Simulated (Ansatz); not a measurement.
Simulated powder pattern, Cu Kα, λ = 1.54184 Å (kinematic, ideal powder, no thermal factors, no anomalous dispersion; the 30 strongest lines at most, above 1 %, up to 2θ = 90°):

| 2θ (°) | I/Imax (%) |
|---|---|
| 37.76 | 24 |
| 40.62 | 26 |
| 43.09 | 100 |
| 56.66 | 15 |
| 68.18 | 18 |
| 75.62 | 20 |
| 80.66 | 2.8 |
| 82.49 | 22 |
| 84.14 | 16 |
| 87.94 | 3.2 |

The pattern belongs to a structure relaxed with DFT-PBEsol in the program Ansatz with PAW potentials.

Problem. Which of these materials gives this?
A) FeS2, Pa-3 (Fe on 4a, S on 8c)
B) Mg, hcp (Mg type)
C) Zr, hcp (Mg type)
D) Re, hcp (Mg type)

Solution. D, Re, hcp (Mg type)

Problem. Give the lattice parameters.

Solution. a = 2.751 Å, c = 4.442 Å.

Space group P6_3/mmc (hcp (Mg type)). Symmetry was held in the PBEsol relaxation. No spin polarisation was allowed. Axis ratios of metals converge slowly with the k-mesh, so a and c are less sure than the volume. Spin–orbit coupling is left out wherever it is not named.

Potentials: the later of the program's two PAW sets.
